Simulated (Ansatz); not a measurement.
### Question
Each is relaxed and computed with plane-wave PAW r²SCAN (Ansatz code). Which is the only one with a gap?
(A) Sc2AlC, P6_3/mmc (Sc on 4f, Al on 2d, C on 2a)
(B) BaAlSi, P-6m2 (Ba on 1a, Al on 1f, Si on 1d)
(C) Al2O3, bixbyite
(D) LaAl2Ge2, P-3m1 (Ge on 2d, Al on 2d, La on 1a)

### Answer
C, Al2O3, bixbyite. Al2O3: gap 6.31 eV (indirect); Sc2AlC: metal; LaAl2Ge2: metal; BaAlSi: metal. Built on a structure type that need not be the filed one of that space group: Al2O3, bixbyite. Not the usual ambient phase: Al2O3, bixbyite. Standing as an ambient phase not checked: Sc2AlC, P6_3/mmc (Sc on 4f, Al on 2d, C on 2a); LaAl2Ge2, P-3m1 (Ge on 2d, Al on 2d, La on 1a); BaAlSi, P-6m2 (Ba on 1a, Al on 1f, Si on 1d). Perhaps ordered models of mixed-site phases: BaAlSi, P-6m2 (Ba on 1a, Al on 1f, Si on 1d). All cells were relaxed under the symmetry of their starts (and spin orders); stability against distortions was not tested throughout. Rows with no word on spin ran without spin polarisation. Scalar-relativistic: spin–orbit coupling is off unless named, which matters more the heavier the elements.

Potentials: the later of the program's two PAW sets.
